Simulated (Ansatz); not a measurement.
CdSe (zinc blende)

```xyz
2
Lattice="0.0000 3.0409 3.0409 3.0409 0.0000 3.0409 3.0409 3.0409 0.0000" Properties=species:S:1:pos:R:3 pbc="T T T"
Se     4.5614     4.5614     4.5614
Cd     0.0000     0.0000     0.0000
```

This relaxed cell (volume V₀) is scaled evenly in all directions, its shape held. Symmetry pins the atoms to their sites.

The numbers are results of PBEsol (plane waves to 420 eV, PAW, scalar-relativistic; Ansatz, an electronic-structure program), not measurements. k mesh 9×9×9 (Γ-centred), Fermi-Dirac smearing 0.05 eV. Compression counts positive. CdSe was relaxed with its symmetry unable to fall.

At one point of the scan the stress tensor (GPa) is:

```
   -4.9      0.0      0.0
    0.0     -4.9      0.0
    0.0      0.0     -4.9
```

Q: Which point is it?
(A) V/V₀ = 1.053
(B) V/V₀ = 1.133
(C) V/V₀ = 1.027
(D) V/V₀ = 1.080

A: B, V/V₀ = 1.133

(A scan under strain: stresses follow from slopes of the energy per volume, elastic moduli from its curvatures.)
